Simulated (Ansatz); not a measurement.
## BH3: ¹¹B NMR of the central transition

Cell: a Materials Project structure (computed, not necessarily an observed phase).

Space group P2_1/c (No. 14); a = 4.2906, b = 6.1891, c = 6.1933 Å, β = 116.54°.

```
site  Wyckoff  site symmetry       x       y       z
   B       4e              1  0.8575  0.4562  0.3554
  H5       4e              1  0.6132  0.3488  0.3287
  H9       4e              1  0.9122  0.5048  0.1896
 H13       4e              1  0.1411  0.3686  0.5241
```

One atom of each set is listed.

Method: Kohn–Sham DFT in Ansatz, PBE, plane waves and PAW, scalar-relativistic, 420 eV cutoff, Γ-centred 7×5×5 k-points, Fermi–Dirac smearing 0.02 eV.

¹¹B has I = 3/2 and Q = 40.59 mb (Pyykkö 2018); at 14.1 T its Larmor frequency is ν₀ = 192.6 MHz. Only the quadrupole interaction is simulated: positions count from each site's isotropic chemical shift, and J coupling is left out, as are shift anisotropy and dipolar coupling, which fast spinning averages.

(1) Give C_Q, η, the quadrupolar product P_Q = |C_Q|(1 + η²/3)^½, the second-order isotropic shift and the breadth of the pattern (fast magic-angle spinning) for each B site.

Results:

(1) 

```json
{"site": "B", "first shell": "4 H at 1.19–1.32 Å, 1 B at 1.74 Å", "C_Q (MHz)": "2.79", "η": "0.85", "P_Q (MHz)": "3.11", "δ_QIS (ppm)": "-6.52", "breadth (kHz)": "2.82"}
```

δ_QIS = −(ν_Q²/30ν₀²)[I(I+1) − 3/4](1 + η²/3) × 10⁶ ppm with ν_Q = 3|C_Q|/[2I(2I−1)]; it falls as 1/B₀² in ppm, and the breadth as 1/B₀ in kHz.
